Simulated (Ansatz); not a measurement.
Zincblende alloy of AlAs and GaP (24 of 32 Al sites, 24 of 32 As sites exchanged), 64 atoms

Ansatz, PAW, plane waves. PBEsol relaxation of volume and atoms (shape held) at the single k point (¼, ¼, ¼) without its symmetry partners; single points on the relaxed atoms at the single k point (¼, ¼, ¼) without its symmetry partners, onto which points of the small cell's zone fold. Arrangement: random. No spin–orbit coupling unless named.

Relaxed structure:

```yaml
crystal:
  lattice:
    - [10.99993, 0.00000, 0.00000]
    - [0.00000, 10.99993, 0.00000]
    - [0.00000, 0.00000, 10.99993]
  atoms:
    - { symbol: Al, position: [0.99566, 0.00347, 0.00362] }
    - { symbol: Al, position: [0.24629, 0.25225, 0.00303] }
    - { symbol: Al, position: [0.24610, 0.00295, 0.25324] }
    - { symbol: Al, position: [0.25020, 0.49231, 0.25079] }
    - { symbol: Al, position: [0.75014, 0.49894, 0.24937] }
    - { symbol: Al, position: [0.00161, 0.74600, 0.74636] }
    - { symbol: Al, position: [0.50017, 0.24901, 0.25053] }
    - { symbol: Al, position: [0.50627, 0.24978, 0.74982] }
    - { symbol: Ga, position: [0.00126, 0.00473, 0.49728] }
    - { symbol: Ga, position: [0.99796, 0.49350, 0.00076] }
    - { symbol: Ga, position: [0.99931, 0.49952, 0.49964] }
    - { symbol: Ga, position: [0.50689, 0.00091, 0.00089] }
    - { symbol: Ga, position: [0.50043, 0.99954, 0.49964] }
    - { symbol: Ga, position: [0.50068, 0.50024, 0.99950] }
    - { symbol: Ga, position: [0.50602, 0.49975, 0.50020] }
    - { symbol: Ga, position: [0.24690, 0.24799, 0.49745] }
    - { symbol: Ga, position: [0.25441, 0.74750, 0.99750] }
    - { symbol: Ga, position: [0.24772, 0.75281, 0.50265] }
    - { symbol: Ga, position: [0.75018, 0.25113, 0.00093] }
    - { symbol: Ga, position: [0.75122, 0.24925, 0.49962] }
    - { symbol: Ga, position: [0.74721, 0.75304, 0.00333] }
    - { symbol: Ga, position: [0.74697, 0.74755, 0.49753] }
    - { symbol: Ga, position: [0.25089, 0.00145, 0.74346] }
    - { symbol: Ga, position: [0.24726, 0.50232, 0.75303] }
    - { symbol: Ga, position: [0.74974, 0.00130, 0.25206] }
    - { symbol: Ga, position: [0.74765, 0.00304, 0.75295] }
    - { symbol: Ga, position: [0.74677, 0.49653, 0.74680] }
    - { symbol: Ga, position: [0.99691, 0.25048, 0.25143] }
    - { symbol: Ga, position: [0.99913, 0.25015, 0.74937] }
    - { symbol: Ga, position: [0.99599, 0.75314, 0.25423] }
    - { symbol: Ga, position: [0.50618, 0.74997, 0.25066] }
    - { symbol: Ga, position: [0.50037, 0.75032, 0.74946] }
    - { symbol: P, position: [0.12182, 0.12729, 0.12793] }
    - { symbol: P, position: [0.12383, 0.12632, 0.62364] }
    - { symbol: P, position: [0.12537, 0.62314, 0.62338] }
    - { symbol: P, position: [0.62756, 0.12595, 0.12629] }
    - { symbol: P, position: [0.62635, 0.12438, 0.62338] }
    - { symbol: P, position: [0.62555, 0.62426, 0.12495] }
    - { symbol: P, position: [0.62509, 0.62501, 0.62508] }
    - { symbol: P, position: [0.37697, 0.37381, 0.12426] }
    - { symbol: P, position: [0.37604, 0.87511, 0.62394] }
    - { symbol: P, position: [0.87392, 0.37309, 0.12624] }
    - { symbol: P, position: [0.87453, 0.37416, 0.62397] }
    - { symbol: P, position: [0.87239, 0.87653, 0.12784] }
    - { symbol: P, position: [0.37473, 0.12466, 0.37571] }
    - { symbol: P, position: [0.37686, 0.62392, 0.87357] }
    - { symbol: P, position: [0.87442, 0.12586, 0.37451] }
    - { symbol: P, position: [0.87352, 0.12753, 0.87557] }
    - { symbol: P, position: [0.87349, 0.62380, 0.37520] }
    - { symbol: P, position: [0.12211, 0.37268, 0.37533] }
    - { symbol: P, position: [0.12328, 0.37435, 0.87465] }
    - { symbol: P, position: [0.12335, 0.87637, 0.37680] }
    - { symbol: P, position: [0.62679, 0.37339, 0.37473] }
    - { symbol: P, position: [0.62591, 0.37498, 0.87604] }
    - { symbol: P, position: [0.62567, 0.87569, 0.37514] }
    - { symbol: P, position: [0.62501, 0.87499, 0.87486] }
    - { symbol: As, position: [0.12388, 0.62396, 0.12630] }
    - { symbol: As, position: [0.37486, 0.37497, 0.62510] }
    - { symbol: As, position: [0.37685, 0.87643, 0.12668] }
    - { symbol: As, position: [0.87402, 0.87646, 0.62338] }
    - { symbol: As, position: [0.37586, 0.12584, 0.87572] }
    - { symbol: As, position: [0.37540, 0.62459, 0.37525] }
    - { symbol: As, position: [0.87243, 0.62314, 0.87545] }
    - { symbol: As, position: [0.12468, 0.87627, 0.87413] }
```

What are the mean bond lengths by pair (pairs within 1.2 times the sum of covalent radii, less contacts 15 % beyond the pair's median; cation–cation pairs of compounds aside; long ionic contacts are cut short by that bound)?

Al–As 2.428 ± 0.010 Å (standard deviation, 10 bonds); Al–P 2.372 ± 0.009 Å (standard deviation, 22 bonds); As–Ga 2.425 ± 0.008 Å (standard deviation, 22 bonds); Ga–P 2.366 ± 0.009 Å (standard deviation, 74 bonds).

What gap lies between the top filled and the lowest empty level in the single points?

HSE06 2.69 eV (36 s on NVIDIA H100). Away from Γ this isn't the crystal's band gap. An indirect band minimum needn't fold onto Γ of this cell; where it doesn't, these gaps are too wide.
